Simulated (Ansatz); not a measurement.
Input:

GaIr₃C:
```
CELL_PARAMETERS angstrom
      4.08917     0.00000     0.00000
      0.00000     4.08917     0.00000
      0.00000     0.00000     4.08917
ATOMIC_POSITIONS crystal
  Ga 0.00000 0.00000 0.00000
  Ir 0.00000 0.50000 0.50000
  Ir 0.50000 0.00000 0.50000
  Ir 0.50000 0.50000 0.00000
  C  0.50000 0.50000 0.50000
```

This is the PBE-relaxed structure.

**Question.** All from PBE (plane waves, PAW; program Ansatz), unless another level is named. Predict the electronic character.

**Answer.** metallic (no gap).

**Question.** And the formation energy from the elements (no fitted shifts)?

**Answer.** 34 kJ/mol of atoms.

**Question.** Next, the density of states at the Fermi level?

**Answer.** 0.75 states/eV per atom (mean over ±0.08 eV).

**Question.** Give the gap with spin–orbit coupling.

**Answer.** none (metallic).

Space group Pm-3m (anti-perovskite). The start of the workflow was typed in or built on a structure type; neither database checked (COD, Materials Project) lists it. Whether it is the stable phase at ambient conditions was not checked. Symmetry was held in the PBE relaxation; its stability against distortions is not shown here. No spin polarisation was allowed. Its formation energy is positive at this level, so the cell may be metastable or incomplete. The references are the lowest solids computed at this level, not always the standard phases. Spin–orbit coupling is left out wherever it is not named.

Potentials: the earlier of the program's two PAW sets.
